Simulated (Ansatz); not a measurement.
Ga:
```
Ga
1.0
    2.22122    -3.77850     0.00000
    2.22122     3.77850     0.00000
    0.00000     0.00000     4.49896
Ga
4
Cartesian
  2.22122  -1.17770   1.86838
  2.22122   1.17770   2.63058
  2.22122  -2.60080   4.11786
  2.22122   2.60080   0.38110
```

Relaxed with r²SCAN+D4. Special points in fractions of this cell's reciprocal vectors: Γ (0.000, 0.000, 0.000); Y (-0.500, 0.500, 0.000); C0 (-0.336, 0.664, 0.000); Σ0 (0.336, 0.336, 0.000); Z (0.000, 0.000, 0.500); A0 (0.336, 0.336, 0.500); E0 (-0.336, 0.664, 0.500); T (-0.500, 0.500, 0.500); S (0.000, 0.500, 0.000); R (0.000, 0.500, 0.500).

**Question.** List the band energies nearest the Fermi level at these points for DFT-r²SCAN+D4 in the program Ansatz with PAW potentials.

**Answer.** In eV from the Fermi level; about four levels below and three above (degenerate sets whole), none deeper than 8.9 eV; points with the same levels are listed once.

```csv
k,below,above
Γ,-4.09 -1.94 -1.49 -0.88,0.97 1.16 1.27
Y,-4.17 -3.60 -1.84 -1.78,1.12 1.24 3.81
C0,-6.92 -1.34 -1.26 -0.26,0.03 1.15 2.12
Z,-0.11 -0.11 -0.01 -0.01,0.25 0.25 2.23 2.23
A0,-6.40 -6.40 -3.93 -3.93,4.51 4.51 5.53 5.53
T,-1.44 -1.44 -0.84 -0.84,7.19 7.19 8.67 8.67
S,-3.60 -3.60 -1.64 -1.64,0.88 0.88 4.51 4.51
R,-6.70 -6.70 -1.73 -1.73,0.74 0.74 7.81 7.81
```

Space group Cmce (α-Ga). Symmetry was held in the r²SCAN+D4 relaxation. The pairwise dispersion correction was not fitted to metals. Scalar-relativistic: spin–orbit coupling is off unless named, which matters more the heavier the elements.

Potentials: the earlier of the program's two PAW sets.
